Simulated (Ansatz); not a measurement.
Given:

SrVHO2:
```xyz
5
Lattice="3.8447 0.0000 0.0000 0.0000 3.8447 0.0000 0.0000 0.0000 3.6325" Properties=species:S:1:pos:R:3 pbc="T T T"
Sr     1.9223     1.9223     1.8162
V      0.0000     0.0000     0.0000
O      1.9223     0.0000     0.0000
O      0.0000     1.9223     0.0000
H      0.0000     0.0000     1.8162
```

This is the PBEsol-relaxed structure.

Task: All from the program Ansatz at the PBEsol level (PAW), unless another level is named. Estimate the electronic character.

Result: metallic (no gap).

Task: Give the density of states at the Fermi level.

Result: 0.40 states/eV per atom (mean over ±0.08 eV).

Task: And the formation energy from the elements (no fitted shifts)?

Result: -2.03 eV/atom.

Task: Give the gap with spin–orbit coupling.

Result: none (metallic).

Space group P4/mmm. The start of the workflow was typed in or built on a structure type; neither database checked (COD, Materials Project) lists it. Whether it is the stable phase at ambient conditions was not checked. The cell was relaxed with PBEsol under the symmetry of its start; its stability against distortions is not shown here. The workflow began spin-polarised and lost its moments. No Hubbard U is applied. The compound may be a true metal, but semilocal functionals without U, or a wrong spin order, can also close a gap. The references are the lowest solids computed at this level, not always the standard phases (solids in place of the gases). Spin–orbit coupling is left out wherever it is not named.

Potentials: the later of the program's two PAW sets.
